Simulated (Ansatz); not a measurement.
A relaxed database cell of NaMgF$_{3}$: Pm-3m (No. 221), cP5, cubic perovskite type; a = 3.8874 Å, b = 3.8874 Å, c = 3.8874 Å, α = 90.00°, β = 90.00°, γ = 90.00°; Na 1a (0.000, 0.000, 0.000); Mg 1b (0.500, 0.500, 0.500); F 3c (0.000, 0.500, 0.500). These are r2SCAN (plane waves to 500 eV, PAW, scalar-relativistic; Ansatz, a program for electronic structure) values and carry that method's errors. Element references, the lowest calculated here: Mg (P6₃/mmc), Na (P6₃/mmc, not the ambient form), F (R-3m, a generated molecular cell); gases are represented by their molecular solids.

Total energies (eV/atom, σ → 0; comparable only within this code, potentials and settings):

```csv
phase,E (eV/atom)
NaMgF3 (Pm-3m),-1170.580
Mg (P6₃/mmc),-1926.407
Na (P6₃/mmc),-1488.615
F (R-3m),-806.898
MgF2 (P4₂/mnm),-1183.874
NaF (Fm-3m),-1150.686
```

Task: What is the formation energy of this Pm-3m form of NaMgF3 from the elements?

Result: E_f = -1170.580 − [1 × (-1488.615) + 1 × (-1926.407) + 3 × (-806.898)] / 5 = -3.44 eV/atom (-17.2 eV per formula unit).

Task: How does this cell stand against the other phases calculated?

Result: It lies 0.02 eV/atom above their hull: NaMgF3 → NaF + MgF2 (MgF2 P4₂/mnm, NaF Fm-3m) releases that much. A lower structure of this composition may exist.

Hull of the energies calculated here, no anion corrections, zero temperature, no zero-point energy; an uncalculated phase could lie lower. Values are rounded to 0.01 eV/atom. Not shown to be the ambient phase of their composition (a lower form may be missing, and a cell relaxed within its start's symmetry can be a saddle point): NaMgF3 (Pm-3m). The compounds carry no spin polarisation.
